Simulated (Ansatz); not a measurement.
TlCl:
```
CELL_PARAMETERS angstrom
      3.69421     0.00000     0.00000
      0.00000     3.69421     0.00000
      0.00000     0.00000     3.69421
ATOMIC_POSITIONS crystal
  Tl 0.00000 0.00000 0.00000
  Cl 0.50000 0.50000 0.50000
```

LDA in the plane-wave PAW code Ansatz gives a gap of 1.57 eV without spin–orbit coupling, maximum at X, minimum at X.

Problem. What happens when spin–orbit coupling is switched on?

Solution. The gap falls by 0.68 eV, to 0.89 eV; maximum at X, minimum at R.

Problem. Give the electron effective mass with spin–orbit coupling.

Solution. 0.26 mₑ (isotropic).

Problem. Give the hole effective mass with spin–orbit coupling.

Solution. 0.16, 0.48, 0.48 mₑ (principal values).

Space group Pm-3m (CsCl type). The cell was relaxed with LDA under the symmetry of its start.

Potentials: the later of the program's two PAW sets.
